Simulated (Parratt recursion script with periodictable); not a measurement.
## Interface roughness in an EUV mirror: Si/Rh multilayer on Si

| layer, from the top | thickness (Å) | density (g/cm³) | rms roughness of its top face (Å) | δ at 13.5 nm | β at 13.5 nm |
|---|---|---|---|---|---|
| Si (in each period) | 47.9 | 2.313 | varied | 9.927 × 10⁻⁴ | 0.001813 |
| Rh (in each period) | 20.5 | 12.398 | varied | 0.1248 | 0.03117 |
| Si (substrate) | – | 2.313 | 2 | 9.927 × 10⁻⁴ | 0.001813 |

The refractive index is n = 1 − δ + iβ; the runs take δ and β at each wavelength of the scan. Vacuum lies above.

Densities are inputs, not measurements. They were set from computed cells of the Materials Project: Si from entry mp-149 (Fd-3m, 2.313 g/cm³); Rh from entry mp-74 (Fm-3m, 12.398 g/cm³). A layer's crystal structure does not enter its constants, only its composition and density.

Calculation: EUV and soft X-ray reflectivity, Parratt recursion, Névot-Croce roughness, Henke tables; Parratt recursion script with periodictable 1.7.1.

Light falls at α = 6° from the surface normal. It is s-polarised. The wavelength is scanned from 12.42 to 14.58 nm in 161 evenly spaced points, without smoothing. The peak is the highest scan point; its wavelength and height come from a parabola through R at that point and its two neighbours.

The pair is repeated 20 times. The runs differ only in σ, the roughness on top of both layers of each period; the substrate's stays as listed.

| σ (Å) | peak λ (nm) | peak R (%) |
|---|---|---|
| 0 | 13.343 | 58.4 |
| 2 | 13.336 | 57.5 |
| 6 | 13.287 | ? |

Estimate the peak reflectivity at σ = 6 Å from a line of ln R against σ², and compare with the factor exp[−(2πσ/D)²] for one weak reflection.

With R₀ = 58.4 % of the first row, ln(R/R₀) is 0.0000 at σ² = 0, −0.0155 at σ² = 4 Å². The line through them has slope −0.00387 Å⁻² and intercept 0.0000, which gives 50.8 % at σ² = 36 Å². For D = 68.4 Å, (2π/D)² = 0.00844 Å⁻², and that slope from the first row gives 43.1 %.

The run gave 50.7 %, so the line misses by 0.1 points. The fitted slope is 0.46 of (2π/D)² in size.
